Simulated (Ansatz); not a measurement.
Computed with Ansatz, DFT, PBEsol, plane waves (420 eV) with PAW, scalar-relativistic. The PAW files were generated under PBE, with cores re-solved for the functional.

An element in the omega (AlB2-type) structure gives this curve. The cell is scaled uniformly from the relaxed one, with fractional coordinates and shape fixed. Energies are extrapolated to zero smearing, pressures are those at the given smearing. Magnetic state: spin not included.

| V (Å³/atom) | E − E₀ (meV/atom) | P (GPa) |
| --- | --- | --- |
| 17.405 | 88.9 | 13.89 |
| 18.196 | 35.7 | 8.17 |
| 18.988 | 7.7 | 3.61 |
| 19.779 | 0.0 | -0.04 |
| 20.570 | 8.4 | -2.95 |
| 21.361 | 29.7 | -5.28 |
| 22.152 | 61.2 | -7.13 |

**Question.** Which element is it?
A. selenium
B. arsenic
C. gallium
D. cadmium

**Answer.** A. Its fit is V₀ = 19.73 Å³/atom, B₀ = 82 GPa, B₀′ = 4.6.
